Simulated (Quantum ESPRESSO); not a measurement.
## W3In2PdIrTa (input and log of a self-consistent run)

A calculation, not a measurement. The program is pw.x of Quantum ESPRESSO 7.5 (plane-wave density functional theory). The cell is made up: eight metal atoms on a face-centred cubic lattice, with elements, volume, strain and displacements drawn at random and not relaxed, so it may be unstable or far from any real phase. PseudoDojo standard norm-conserving files set the functional (PBE unless stated); there is no spin polarisation or spin-orbit coupling, the Fermi-Dirac width of 0.25 eV means electrons at about 2900 K, and the masses in the input are unused placeholders. Heavy elements are run without spin-orbit coupling, which real alloys of them have. A spin test at this wide smearing found no moment, but such smearing suppresses magnetism that the real alloy may have.

Input:

```
&control calculation='scf', pseudo_dir='./dojo.nc.sr.pbe.v0_5.standard.upf', outdir='./o', disk_io='minimal', tprnfor=.true., tstress=.true. /
&system ibrav=0, nat=8, ntyp=5, nbnd=74, ecutwfc=82.02448710, nosym=.true., tot_charge=0,
 occupations='smearing', smearing='fd', degauss=0.0183746611
/
&electrons conv_thr=1.470e-08, electron_maxstep=70, mixing_beta=0.5 /
ATOMIC_SPECIES
In 1.0 In.upf
Ir 1.0 Ir.upf
Pd 1.0 Pd.upf
Ta 1.0 Ta.upf
W 1.0 W.upf
CELL_PARAMETERS angstrom
-0.047 -2.0486 -2.0551
-6.2543 -2.1258 -0.0638
-2.0765 4.0355 -6.1507
ATOMIC_POSITIONS angstrom
W 0.0599 -0.0088 0.0156
W -2.1388 2.0452 -4.019
In -2.1796 0.015 -2.077
Pd -4.2225 2.0157 -6.2006
Ir -4.1326 -0.0338 -4.1544
Ta -4.2963 -2.1041 -2.1581
In -6.3677 -0.0277 -6.1599
W -6.3283 -2.0304 -4.1701
K_POINTS automatic
8 4 3 1 1 1
```

The log is shortened where brackets say so; the opening notice, blank lines, dates and the lines on written files are dropped, and the path of the files is cut. It prints rydbergs, bohrs and kilobars, and counts compression as positive stress. Its total energy is the free energy E - TS of the whole cell.

```
     Program PWSCF v.7.5
     Parallel version (MPI & OpenMP), running on       4 processor cores
     Number of MPI processes:                 4
     Threads/MPI process:                     1
     [start-up lines left out]
     bravais-lattice index     =            0
     lattice parameter (alat)  =       5.4842  a.u.
     unit-cell volume          =     936.9994 (a.u.)^3
     number of atoms/cell      =            8
     number of atomic types    =            5
     number of electrons       =       116.00
     number of Kohn-Sham states=           74
     kinetic-energy cutoff     =      82.0245  Ry
     charge density cutoff     =     328.0979  Ry
     scf convergence threshold =      1.5E-08
     mixing beta               =       0.5000
     number of iterations used =            8  plain     mixing
     Exchange-correlation= PBE
                           (   1   4   3   4   0   0   0)
     [axes and pseudopotential details left out]
   Cartesian axes
     site n.     atom                  positions (alat units)
         1        W      tau(   1) = (   0.0206400  -0.0030322   0.0053753  )
         2        W      tau(   2) = (  -0.7369738   0.7047217  -1.3848409  )
         3        In     tau(   3) = (  -0.7510324   0.0051686  -0.7156792  )
         4        Pd     tau(   4) = (  -1.4549617   0.6945568  -2.1365625  )
         5        Ir     tau(   5) = (  -1.4239845  -0.0116466  -1.4314962  )
         6        Ta     tau(   6) = (  -1.4803912  -0.7250171  -0.7436241  )
         7        In     tau(   7) = (  -2.1941407  -0.0095447  -2.1225384  )
         8        W      tau(   8) = (  -2.1805646  -0.6996221  -1.4369060  )
     number of k points=    48  Fermi-Dirac smearing, width (Ry)=  0.0184
                       cart. coord. in units 2pi/alat
        k(    1) = (  -0.0519350  -0.0157091  -0.0714131), wk =   0.0416667
        k(    2) = (   0.0071189  -0.1947674   0.1057283), wk =   0.0416667
     [further k points left out]
     Dense  grid:    94071 G-vectors     FFT dimensions: (  32,  72,  90)
     Estimated max dynamical RAM per process >     347.53 MB
     Estimated total dynamical RAM >       1.29 GB
     Initial potential from superposition of free atoms
     starting charge     115.9894, renormalised to     116.0000
     Starting wfcs are   77 randomized atomic wfcs
     total cpu time spent up to now is        6.4 secs
     per-process dynamical memory:   268.3 Mb
     Self-consistent Calculation
     iteration #  1     ecut=    82.02 Ry     beta= 0.50
     Davidson diagonalization with overlap
     ethr =  1.00E-02,  avg # of iterations =  3.6
     total cpu time spent up to now is       21.3 secs
     total energy              =   -1340.25414834 Ry
     estimated scf accuracy    <      17.84637793 Ry
     iteration #  2     ecut=    82.02 Ry     beta= 0.50
     Davidson diagonalization with overlap
     ethr =  1.00E-02,  avg # of iterations =  3.4
     total cpu time spent up to now is       39.4 secs
     total energy              =   -1341.22607452 Ry
     estimated scf accuracy    <     134.07621098 Ry
     iteration #  3     ecut=    82.02 Ry     beta= 0.50
     Davidson diagonalization with overlap
     ethr =  1.00E-02,  avg # of iterations =  5.5
     total cpu time spent up to now is       57.3 secs
     total energy              =   -1351.17926269 Ry
     estimated scf accuracy    <      23.24502397 Ry
     iteration #  4     ecut=    82.02 Ry     beta= 0.50
     Davidson diagonalization with overlap
     ethr =  1.00E-02,  avg # of iterations =  2.0
     total cpu time spent up to now is       69.8 secs
     total energy              =   -1352.50443905 Ry
     estimated scf accuracy    <       7.15679245 Ry
     iteration #  5     ecut=    82.02 Ry     beta= 0.50
     Davidson diagonalization with overlap
     ethr =  6.17E-03,  avg # of iterations =  1.0
     total cpu time spent up to now is       81.3 secs
     total energy              =   -1352.58645713 Ry
     estimated scf accuracy    <       3.99373971 Ry
     [iterations 6 to 15 left out]
     iteration # 16     ecut=    82.02 Ry     beta= 0.50
     Davidson diagonalization with overlap
     ethr =  4.53E-09,  avg # of iterations =  1.4
     total cpu time spent up to now is      228.8 secs
     total energy              =   -1352.29010487 Ry
     estimated scf accuracy    <       0.00000243 Ry
     iteration # 17     ecut=    82.02 Ry     beta= 0.50
     Davidson diagonalization with overlap
     ethr =  2.10E-09,  avg # of iterations =  1.1
     total cpu time spent up to now is      240.6 secs
     total energy              =   -1352.29010506 Ry
     estimated scf accuracy    <       0.00000029 Ry
     iteration # 18     ecut=    82.02 Ry     beta= 0.50
     Davidson diagonalization with overlap
     ethr =  2.46E-10,  avg # of iterations =  3.4
     total cpu time spent up to now is      254.8 secs
     total energy              =   -1352.29010509 Ry
     estimated scf accuracy    <       0.00000013 Ry
     iteration # 19     ecut=    82.02 Ry     beta= 0.50
     Davidson diagonalization with overlap
     ethr =  1.10E-10,  avg # of iterations =  2.3
     total cpu time spent up to now is      267.9 secs
     total energy              =   -1352.29010511 Ry
     estimated scf accuracy    <       0.00000009 Ry
     iteration # 20     ecut=    82.02 Ry     beta= 0.50
     Davidson diagonalization with overlap
     ethr =  7.84E-11,  avg # of iterations =  1.2
     total cpu time spent up to now is      279.8 secs
     End of self-consistent calculation
     [lines on levels left out]
!    total energy              =   -1352.29010511 Ry
     estimated scf accuracy    <          1.7E-09 Ry
     smearing contrib. (-TS)   =      -0.10160745 Ry
     internal energy E=F+TS    =   -1352.18849766 Ry
     The total energy is F=E-TS. E is the sum of the following terms:
     one-electron contribution =    -272.81584180 Ry
     hartree contribution      =     212.53416481 Ry
     xc contribution           =    -295.23723979 Ry
     ewald contribution        =    -996.66958089 Ry
     convergence has been achieved in  20 iterations
     Forces acting on atoms (cartesian axes, Ry/au):
     atom    1 type  5   force =    -0.07050454    0.01751655   -0.00550654
     atom    2 type  5   force =    -0.03659239    0.00785953   -0.02453149
     atom    3 type  1   force =     0.03475269   -0.01963390    0.00712015
     atom    4 type  3   force =     0.01642657    0.01028309   -0.00423637
     atom    5 type  2   force =    -0.01761328    0.00338411    0.01139432
     atom    6 type  4   force =    -0.02393143    0.01926395   -0.00108993
     atom    7 type  1   force =     0.07397090   -0.02922812    0.00782280
     atom    8 type  5   force =     0.02349149   -0.00944521    0.00902705
     Total force =     0.133620     Total SCF correction =     0.000164
     Computing stress (Cartesian axis) and pressure
          total   stress  (Ry/bohr**3)                   (kbar)     P=       -8.65
  -0.00002217  -0.00016984  -0.00013361           -3.26      -24.98      -19.65
  -0.00016984  -0.00008789  -0.00013598          -24.98      -12.93      -20.00
  -0.00013361  -0.00013598  -0.00006626          -19.65      -20.00       -9.75
     init_run     :      6.03s CPU      6.20s WALL (       1 calls)
     electrons    :    269.39s CPU    273.41s WALL (       1 calls)
     forces       :      2.24s CPU      2.25s WALL (       1 calls)
     stress       :      7.76s CPU      7.91s WALL (       1 calls)
     [timing details left out]
     PWSCF        :   4m45.64s CPU   4m50.04s WALL
     JOB DONE.
```

In other units: free energy -18398.844 eV for the cell, pressure -0.86 GPa, largest force component 1.902 eV/Å in size. The run took 292 s of wall time with four MPI processes on a shared machine (AMD EPYC, Zen 5, virtual cores), so the time is rough. A rerun of this cell at a higher cutoff and on a denser mesh moved values by no more than 0.004 eV in energy, 0.02 GPa in stress and 0.004 eV/Å in force, and a second program with other atomic files agreed on that cell to 2 % rms in force and 0.5 GPa in pressure.